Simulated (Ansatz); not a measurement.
**TiC: the functional and the phonons**

TiC in the rock-salt structure, in a typed cell, not relaxed.

```xyz
2
Lattice="0.0000 2.1700 2.1700 2.1700 0.0000 2.1700 2.1700 2.1700 0.0000" Properties=species:S:1:pos:R:3 pbc="T T T"
Ti    0.0000    0.0000    0.0000
C     2.1700    2.1700    2.1700
```

DFT in Ansatz; PBE; all-electron PAW datasets (no frozen core) at 400 eV; k mesh 8×8×8; Fermi–Dirac smearing of 0.1 eV; no spin. Harmonic phonons by finite displacements in cells commensurate with each q, frequencies in cm⁻¹, imaginary ones marked i; at Γ the three translations are left out and no LO–TO term is added.

Caveats: coarse k mesh.

At 10.22 Å³ an atom it gives top Γ mode (cm⁻¹) 516; lowest mode at X = [0.5, 0, 0.5] (cm⁻¹) 287; top mode at X = [0.5, 0, 0.5] (cm⁻¹) 580.

Q: Repeat with r2SCAN in the same cell, on the same kind of potentials and mesh. What changes?

A: 
```json
{"functional": "r2SCAN in the same cell", "cutoff (eV)": "450", "volume (Å³/atom)": "10.22", "top Γ mode (cm⁻¹)": "520", "lowest mode at X = [0.5, 0, 0.5] (cm⁻¹)": "292", "top mode at X = [0.5, 0, 0.5] (cm⁻¹)": "596"}
```
